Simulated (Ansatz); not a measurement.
Here is the system:

YAlSi:
```
CELL_PARAMETERS angstrom
      1.99470    -5.16713     0.00000
      1.99470     5.16713     0.00000
      0.00000     0.00000     5.70426
ATOMIC_POSITIONS crystal
  Y  0.69463 0.30537 0.75000
  Y  0.30537 0.69463 0.25000
  Si 0.40130 0.59870 0.75000
  Si 0.59870 0.40130 0.25000
  Al 0.00000 0.00000 0.50000
  Al 0.00000 0.00000 0.00000
```

This is the r²SCAN-relaxed structure.

**Question.** All from r²SCAN in the plane-wave PAW code Ansatz, unless another level is named. Give the electronic character.

**Answer.** metallic (no gap).

**Question.** Give the density of states at the Fermi level.

**Answer.** 0.28 states/eV per atom (mean over ±0.08 eV).

**Question.** And the formation energy from the elements (no fitted shifts)?

**Answer.** -0.68 eV/atom.

Space group Cmcm. The workflow started from an entry of the Crystallography Open Database (COD). Whether it is the stable phase at ambient conditions was not checked. The r²SCAN relaxation kept the symmetry of its start; whether a distortion lowers the energy is not shown. No spin polarisation was allowed. The references are the lowest solids computed at this level, not always the standard phases. Scalar-relativistic: spin–orbit coupling is off unless named, which matters more the heavier the elements.

Potentials: the later of the program's two PAW sets.
